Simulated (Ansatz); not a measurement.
YInCu4:
```yaml
crystal:
  lattice:
    - [0.00000, 3.58930, 3.58930]
    - [3.58930, 0.00000, 3.58930]
    - [3.58930, 3.58930, 0.00000]
  atoms:
    - { symbol: Y, position: [0.00000, 0.00000, 0.00000] }
    - { symbol: In, position: [0.25000, 0.25000, 0.25000] }
    - { symbol: Cu, position: [0.62463, 0.62463, 0.12612] }
    - { symbol: Cu, position: [0.62463, 0.12612, 0.62463] }
    - { symbol: Cu, position: [0.12612, 0.62463, 0.62463] }
    - { symbol: Cu, position: [0.62463, 0.62463, 0.62463] }
```

Relaxed with r²SCAN. Special points in fractions of this cell's reciprocal vectors: Γ (0.000, 0.000, 0.000); X (0.500, 0.000, 0.500); U (0.625, 0.250, 0.625); K (0.375, 0.375, 0.750); L (0.500, 0.500, 0.500); W (0.500, 0.250, 0.750).

Problem. List the band energies nearest the Fermi level at these points for the program Ansatz at the r²SCAN level (PAW).

Solution. In eV from the Fermi level; about four levels below and three above (degenerate sets whole), none deeper than 8.9 eV; points with the same levels are listed once.

| k | below | above |
|---|---|---|
| Γ | -1.46 -1.46 -1.46 -0.81 | 0.26 0.26 1.42 |
| X | -2.34 -0.80 -0.80 -0.19 | 2.01 2.33 2.33 |
| U | -2.38 -2.26 -1.32 -0.78 | 1.34 1.70 2.20 |
| L | -1.87 -0.96 -0.84 -0.84 | 1.19 1.19 1.24 |
| W | -2.40 -2.37 -2.26 -1.89 | 0.00 1.27 1.65 |

Space group F-43m. The first step of the workflow began from a Materials Project structure, measured or hypothetical; the Crystallography Open Database copy checked does not list it. With Y and In taken as one species the cell has the higher symmetry Fd-3m, so it may be an ordered model of a mixed-site phase. Whether it is the stable phase at ambient conditions was not checked. The r²SCAN relaxation kept the symmetry of its start; whether a distortion lowers the energy is not shown. No spin polarisation was allowed. The Fermi level of a semimetal is unsure by some 0.05 eV on such meshes. Scalar-relativistic: spin–orbit coupling is off unless named, which matters more the heavier the elements.

Potentials: the later of the program's two PAW sets.
